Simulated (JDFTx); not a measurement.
System: TiB2(1 0 -1 0) (P6/mmm bulk; lattice of mp-1145, not re-optimised at this level), 1x1 cell of 12 atoms in 12 planes (B outermost, slab composition Ti4B8), area 9.77 Å² a face, 9.6 Å between the outermost planes in a cell 25.6 Å high; k mesh 8×6×1, Fermi width 0.01 Ha, no spin polarisation. Whether this polymorph is the ambient one wasn't checked. Neither spin polarisation nor a larger cell was tried.

Method: PBE, GBRV ultrasoft potentials, plane waves to 20/100 Ha, in JDFTx (a modified build). Vacuum. The outer atoms relax from bulk positions, keeping the cell's symmetry; the lattice is not PBE's own optimum in this code, and that strain can shift the moves by a few hundredths of an ångström. Input:

```
lattice \
  5.7181787644 0.0000000000 0.0000000000 \
  0.0000000000 6.1014910194 0.0000000000 \
  0.0000000000 0.0000000000 48.3769887904
coords-type Lattice
ion B 0.2500000000 0.5000000000 -0.1876683180 1
ion B 0.2500000000 0.5000000000 -0.1194252940 0
ion B 0.7500000000 0.5000000000 -0.0853037810 0
ion B 0.7500000000 0.5000000000 -0.0170607560 0
ion B 0.2500000000 0.5000000000 0.0170607560 0
ion B 0.2500000000 0.5000000000 0.0853037810 0
ion B 0.7500000000 0.5000000000 0.1194252940 0
ion B 0.7500000000 0.5000000000 0.1876683180 1
ion Ti 0.7500000000 0.0000000000 -0.1535468060 1
ion Ti 0.2500000000 0.0000000000 -0.0511822690 0
ion Ti 0.7500000000 0.0000000000 0.0511822690 0
ion Ti 0.2500000000 0.0000000000 0.1535468060 1
ion-species pseudo/b_pbe_v1.4.upf
ion-species pseudo/ti_pbe_v1.4.upf
elec-cutoff 20 100
elec-ex-corr gga-PBE
coulomb-interaction Slab 001
coulomb-truncation-embed 0 0 0
kpoint-folding 8 6 1
elec-smearing Fermi 0.01
lcao-params 10
elec-n-bands 52
electronic-scf nIterations 100 energyDiffThreshold 1e-07
ionic-minimize nIterations 10 energyDiffThreshold 1e-5 knormThreshold 4e-4
dump-name vac.$VAR
dump End State Ecomponents EigStats BandEigs Forces ElecDensity IonicPositions Fillings Kpoints Dtot
```

Problem. How far do the free atoms of the upper face move along the normal, and how much energy is released?

Solution. B (atom 8) -0.06 Å, Ti (atom 12) 0.09 Å (positive: outward). The free energy falls by 0.171 eV per cell, 140 mJ/m².
